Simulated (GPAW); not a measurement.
## Bi2Te3: changing the functional

```cif
data_structure
_symmetry_space_group_name_H-M 'R-3m:H'
_symmetry_Int_Tables_number 166
_cell_length_a 4.3860
_cell_length_b 4.3860
_cell_length_c 30.4970
_cell_angle_alpha 90.000
_cell_angle_beta 90.000
_cell_angle_gamma 120.000
_cell_volume 508.07
loop_
_atom_site_label
_atom_site_type_symbol
_atom_site_symmetry_multiplicity
_atom_site_Wyckoff_symbol
_atom_site_fract_x
_atom_site_fract_y
_atom_site_fract_z
_atom_site_occupancy
Bi1 Bi 6 c 0.66667 0.33333 0.93333 1
Te1 Te 6 c 0.00000 0.00000 0.79050 1
Te2 Te 3 a 0.00000 0.00000 0.00000 1
```

Kept alike: task band structure; k mesh 5 × 5 × 5; occupations fermi-dirac, width 0.05 eV; no spin polarisation. Program: GPAW, potentials by row: the program's PAW data sets (release 1.2.1) made for this functional (LDA); GPAW PAW data sets (gpaw-data 1.2.1) (PBE, r2SCAN on files made for PBE); PAW data sets generated for this functional (PBEsol), cutoff 600 eV. The mesh is that of the run's cell of 5 atoms. No spin-orbit coupling.

```csv
functional,band gap (eV),pressure (GPa)
LDA,0.186,-2.02
PBE,0.264,1.68
PBEsol,0.212,-0.83
r2SCAN,0.491,1.15
```

Pressure is positive in compression; the values hold the error of the finite cutoff, so their zero can differ a little from the energy's minimum. Spin-orbit coupling, left out here, moves the band edges of heavy atoms and can close or invert small gaps. Gaps are the smaller of the mesh's and the band path's.

What does the functional change here?

The band gap runs from 0.186 (LDA) to 0.491 eV (r2SCAN). From PBE: LDA -0.078; PBEsol -0.052; r2SCAN +0.227. Measured: 0.17 eV (arxiv:2412.10539); nearest LDA, 0.016 eV off. The runs are for a static lattice. The pressure runs from -2.02 (LDA) to 1.68 GPa (PBE). From PBE: LDA -3.70; PBEsol -2.51; r2SCAN -0.53.
